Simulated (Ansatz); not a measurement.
Polymorphs of B2Ir, each relaxed with r²SCAN in the plane-wave PAW code Ansatz:

A: MoSi2 or CaC2 type (I4/mmm)
a = 2.814 Å, b = 2.814 Å, c = 6.773 Å, α = 90.00°, β = 90.00°, γ = 90.00°

```tsv
atom	site	symmetry	x	y	z
Ir	2a	4/mmm	0.0000	0.0000	0.0000
B	4e	4mm	0.0000	0.0000	0.3224
```

B: P6/mmm
a = b = 3.096 Å, c = 3.226 Å, α = β = 90.00°, γ = 120.00°

| atom | site | symmetry | x | y | z |
|---|---|---|---|---|---|
| Ir | 1a | 6/mmm | 0.0000 | 0.0000 | 0.0000 |
| B | 2d | -6m2 | 0.3333 | 0.6667 | 0.5000 |

### Question
Rank these by energy per atom at 0 K (lowest first), as r²SCAN gives it.

### Answer
A (+0 meV/atom), B (+169 meV/atom)

Constructed cells (a structure type filled with these elements, in neither database checked): A; B. Unstable at this level: B. All cells were relaxed under the symmetry of their starts (and spin orders); stability against distortions was not tested throughout. Named crystals with no word on spin ran without spin polarisation. Spin–orbit coupling is left out wherever it is not named.

Energies hold the estimated change up to a 700 eV cutoff; steps of a few meV lie near the error of the meshes.

Potentials: the earlier of the program's two PAW sets. The files were generated under PBE; for other functionals the program regenerates the frozen cores, and for LDA and PBEsol the local potential too.
